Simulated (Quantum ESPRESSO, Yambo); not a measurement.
# Levels of theory for the gap of Li4SrP2

Li$_{4}$SrP$_{2}$ (space group R-3m, No. 166): one geometry, one set of PBEsol (Quantum ESPRESSO, PseudoDojo norm-conserving, 74 Ry, scalar-relativistic) orbitals, self-energies from Yambo (4×4×4 Γ-centred k mesh, bands 5 to 128 and a 6 Ry block in the screening, 128 bands in G with the Bruneval-Gonze terminator, plasmon pole fitted at 27.2 eV).

The geometry is that of Materials Project entry mp-570097, symmetrised and not relaxed again.

```json
[
 {"level": "PBEsol (Quantum ESPRESSO)", "gap Γ → F (eV)": "0.90", "direct gap at Γ (eV)": "1.66", "rough Yambo cost": "–"},
 {"level": "exchange only (Hartree-Fock self-energy on PBEsol orbitals)", "gap Γ → F (eV)": "6.80", "direct gap at Γ (eV)": "7.71", "rough Yambo cost": "about 1/7 (8 states)"},
 {"level": "static COHSEX@PBEsol", "gap Γ → F (eV)": "2.56", "direct gap at Γ (eV)": "3.34", "rough Yambo cost": "within a factor of two (3 states)"},
 {"level": "G0W0@PBEsol, plasmon pole", "gap Γ → F (eV)": "1.81", "direct gap at Γ (eV)": "2.60", "rough Yambo cost": "1 (8 states)"}
]
```

Bare exchange has no screening and gives the widest gap; static COHSEX screens it but leaves out the frequency dependence, which G0W0 restores.

Costs are rough ratios of core time on shared machines.

Convergence of the G0W0 settings was not tested.

The structure is a Materials Project entry; no match was found in the copy of COD used, and its stability was not checked.
